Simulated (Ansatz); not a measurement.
The start is a generated cell, TaAs placed in the AFLOW prototype AB_tI8_141_a_b ("40", as in NbP). The structure is fully relaxed (lattice and positions, P = 0) with PBE (plane waves to 420 eV, PAW, scalar-relativistic; Ansatz, a first-principles code). First-step values are on the input's coarse k-mesh.

Ansatz input (later rounds restart from its end on a renewed k-mesh):
Ansatz 0.2 input:
```yaml
crystal:
  lattice:
    - [-1.7626271, 1.7626271, 6.0326906]
    - [1.7626271, -1.7626271, 6.0326906]
    - [1.7626271, 1.7626271, -6.0326906]
  atoms:
    - { symbol: Ta, position: [0.75, 0.25, 0.5] }
    - { symbol: Ta, position: [0, 0, 0] }
    - { symbol: As, position: [0.5, 0.5, 0] }
    - { symbol: As, position: [0.25, 0.75, 0.5] }
basis: { ecutwfc: 420, ecutrho_ratio: 4, xc_grid: 2, fft_grid_basis: typed }
kpoints: { mp_grid: { grid: [9, 9, 9] } }
hamiltonian:
  xc: pbe
  dispersion: none
  pseudopotentials: { azcp: { folder: ./paw }, kind: paw }
scf: { occupations: { method: fermi_dirac, width: 0.05 } }
relax: { f_tol: 0.01, max_steps: 100, cell: { stress_tol: 0.02 } }
output: { forces: true, stress: true }
```

### Question
What pressure does the first self-consistent step give?

### Answer
+5 GPa (positive: the cell is compressed).

### Question
How much energy is released per atom?

### Answer
0.19 eV/atom.

### Question
How does the volume change?

### Answer
-5.8 %, from 18.74 to 17.66 Å³/atom.

### Question
How do the shortest distances between atoms change?

### Answer
The closest pairs of elements (up to four, under 3.6 Å), start → end: As–Ta 2.49 → 2.59 Å; Ta–Ta 3.49 → 3.21 Å; As–As 3.49 → 3.21 Å.

### Question
Is the relaxed structure metallic? Give its gap.

### Answer
Zero (metallic).

### Question
What does it relax into? Give the structure.

### Answer

```cif
data_As4Ta4
_chemical_formula_sum 'Ta4 As4'
_space_group_name_H-M_alt 'I41/amd :1'
_space_group_IT_number 141
_space_group_name_Hall 'I 4bw 2bw -1bw'
_cell_length_a 3.66331
_cell_length_b 3.66331
_cell_length_c 10.52971
_cell_angle_alpha 90.000
_cell_angle_beta 90.000
_cell_angle_gamma 90.000
loop_
_atom_site_label
_atom_site_type_symbol
_atom_site_symmetry_multiplicity
_atom_site_Wyckoff_symbol
_atom_site_fract_x
_atom_site_fract_y
_atom_site_fract_z
_atom_site_occupancy
Ta1 Ta 4 a 0.00000 0.00000 0.00000 1
As1 As 4 b 0.00000 0.00000 0.50000 1
```
(The calculation used a cell of 4 atoms; values per cell refer to that cell.)

The space group stays I4₁/amd (No. 141) (the run could not lower it); the end is AFLOW prototype AB_tI8_141_a_b ("40", as in NbP), with 4 atoms in the primitive cell. Final values are on a 18×18×18 k-mesh of the relaxed cell. No spin polarisation in the result.

The run could not lose the symmetry of its start, so the end can be a saddle point.

All atoms sit on sites fixed by symmetry, so only the cell could relax.

The relaxed structure here is a generated cell of TaAs: the first start was made by placing the elements on the sites of a structure type, and the end was not matched to a known phase here, so it may be hypothetical. Known forms of TaAs include space group No. 109.
